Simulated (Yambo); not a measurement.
Yambo run on FeS$_{2}$ (marcasite, space group Pnnm, No. 58). The wavefunctions come from this Quantum ESPRESSO step (LDA, PseudoDojo standard norm-conserving files, scalar-relativistic):

```
&CONTROL
  calculation = 'nscf'
  pseudo_dir = './pseudo'
  outdir = './out'
/
&SYSTEM
  ibrav = 0
  nat = 6
  ntyp = 2
  ecutwfc = 90.0
  ecutrho = 360.0
  occupations = 'fixed'
  force_symmorphic = .true.
  nbnd = 163
/
&ELECTRONS
  conv_thr = 6.000000000000001e-09
  diago_full_acc = .true.
  diago_thr_init = 1e-08
/
ATOMIC_SPECIES
S 32.0600 S.upf
Fe 55.8450 Fe.upf
CELL_PARAMETERS angstrom
  4.425620000000   0.000000000000   0.000000000000
  0.000000000000   5.396530000000   0.000000000000
  0.000000000000   0.000000000000   3.377700000000
ATOMIC_POSITIONS crystal
S   0.299590000000   0.878180000000   0.500000000000
S   0.700410000000   0.121820000000   0.500000000000
S   0.799590000000   0.621820000000   0.000000000000
S   0.200410000000   0.378180000000   0.000000000000
Fe   0.500000000000   0.500000000000   0.500000000000
Fe   0.000000000000   0.000000000000   0.000000000000
K_POINTS automatic
4 2 4 0 0 0
```

Yambo input:

```
rim_cut
gw0
dyson
el_el_corr
HF_and_locXC
ppa
em1d
RandQpts= 1000000
RandGvec= 1 Ry
EXXRLvcs= 90 Ry
VXCRLvcs= 360 Ry
Chimod= "HARTREE"
% BndsRnXp
 9 | 162 |
%
NGsBlkXp= 8 Ry
% LongDrXp
 1.0 | 1.0 | 1.0 |
%
PPAPntXp= 27.2114 eV
% GbndRnge
 1 | 162 |
%
GTermKind= "BG"
DysSolver= "n"
ExtendOut
% QPkrange
 1 | 1 | 28 | 29 |
 3 | 3 | 28 | 29 |
 5 | 5 | 28 | 29 |
 6 | 6 | 28 | 29 |
 15 | 15 | 28 | 29 |
 16 | 16 | 28 | 29 |
 18 | 18 | 28 | 29 |
%
```

k points by index: 1 = Γ, 3 = (0, 0, -0.5), 5 = (0, -0.5, 0.25), 6 = (0, -0.5, -0.5), 15 = (-0.5, 0, -0.5), 16 = (-0.5, -0.5, 0), 18 = (-0.5, -0.5, -0.5).

The o-*.qp file then holds:

```
#    K-point    Band    Eo [eV]    E [eV]    E-Eo [eV]    Vxc [eV]    Vnlxc [eV]    Sc|Eo [eV]    Sc|E [eV]    dSc/dw|Eo [eV]    Re(Z)    Im(Z)
#
    1    28    -0.599850    -0.024620    0.575229    -25.18700    -27.44840    3.065704    2.836622    -10.83902    0.715133    -0.002332
    1    29    1.191966    1.190701    -0.001265    -13.16066    -9.505377    -3.656878    -3.656550    -7.474593    0.784505    -0.001249
    3    28    -0.375653    0.187307    0.562959    -26.46548    -31.93390    6.276001    6.031378    -11.83253    0.696914    -0.004503
    3    29    1.321882    2.036940    0.715058    -24.96326    -19.23932    -4.729251    -5.008877    -10.63661    0.718948    -0.003450
    5    28    0.000000    0.430954    0.430954    -25.02775    -29.79534    5.370687    5.198546    -10.87373    0.714483    -0.001986
    5    29    1.268685    1.860613    0.591928    -22.99046    -17.94014    -4.240620    -4.458395    -10.00886    0.731085    -0.002007
    6    28    -0.342241    0.229539    0.571780    -26.76310    -32.37144    6.426858    6.180117    -11.74701    0.698466    -0.002188
    6    29    0.720899    1.551142    0.830243    -26.63124    -21.48268    -3.986109    -4.318319    -10.88661    0.714242    -0.001879
    15    28    -0.295880    0.271672    0.567551    -26.95755    -32.82440    6.681831    6.434405    -11.86871    0.696286    -0.002859
    15    29    1.433948    2.161808    0.727860    -26.33998    -21.91671    -3.405072    -3.695409    -10.85302    0.714874    -0.001585
    16    28    -0.945984    -0.333388    0.612596    -25.67740    -29.45648    4.649414    4.391677    -11.45250    0.703781    -0.002909
    16    29    1.294966    1.989985    0.695018    -25.19519    -21.15785    -3.076876    -3.342321    -10.39074    0.723658    -0.002358
    18    28    -0.317376    0.251911    0.569287    -26.82098    -32.55776    6.552333    6.306064    -11.77714    0.697922    -0.002842
    18    29    1.640859    1.913507    0.272648    -17.25360    -13.30386    -3.591508    -3.677100    -8.531055    0.761281    -0.005341
```
(The two width columns are left out.) Convergence of these settings isn't established.

Geometry of the Materials Project entry, not relaxed at this level.

This is not the ordinary phase of the substance.

The runs are not spin-polarised; magnetic order was not tried.
